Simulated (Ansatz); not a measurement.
Cd₂TeSe:
```yaml
crystal:
  lattice:
    - [4.39909, 0.00000, 0.00000]
    - [0.00000, 4.39909, 0.00000]
    - [0.00000, 0.00000, 6.18486]
  atoms:
    - { symbol: Cd, position: [0.50000, 0.00000, 0.76763] }
    - { symbol: Cd, position: [0.00000, 0.50000, 0.23237] }
    - { symbol: Te, position: [0.00000, 0.00000, 0.50000] }
    - { symbol: Se, position: [0.50000, 0.50000, 0.00000] }
```

Tensor components refer to the Cartesian frame of this cell.

Q: Give the proper piezoelectric stress tensor with relaxed ions from DFT-LDA in the program Ansatz with PAW potentials.

A: In C/m², rows x, y, z, Voigt columns; mesh uncertainty up to 0.01.
```
 0.00   0.00   0.00   0.00  -0.07   0.00
 0.00   0.00   0.00   0.07   0.00   0.00
-0.06   0.06   0.00   0.00   0.00   0.00
```

The elastic tensor of the same run (GPa):

|  | 1 | 2 | 3 | 4 | 5 | 6 |
|---|---|---|---|---|---|---|
| 1 | 78.1 | 32.0 | 45.0 | 0.0 | 0.0 | 0.0 |
| 2 | 32.0 | 78.1 | 45.0 | 0.0 | 0.0 | 0.0 |
| 3 | 45.0 | 45.0 | 62.7 | 0.0 | 0.0 | 0.0 |
| 4 | 0.0 | 0.0 | 0.0 | 21.6 | 0.0 | 0.0 |
| 5 | 0.0 | 0.0 | 0.0 | 0.0 | 21.6 | 0.0 |
| 6 | 0.0 | 0.0 | 0.0 | 0.0 | 0.0 | 9.4 |

Q: Convert to strain constants d = e·S.

A: In pC/N:
```
 0.0   0.0   0.0   0.0  -3.2   0.0
 0.0   0.0   0.0   3.2   0.0   0.0
-1.3   1.3   0.0   0.0   0.0   0.0
```

Space group P-4m2. The workflow started from a Materials Project entry (that database holds measured and hypothetical structures alike); the Crystallography Open Database copy checked does not list it. Its standing as an ambient phase is unchecked. The LDA relaxation kept the symmetry of its start; of distortions, only those at the zone centre were tested. Spin–orbit coupling is left out wherever it is not named.

Potentials: the later of the program's two PAW sets.
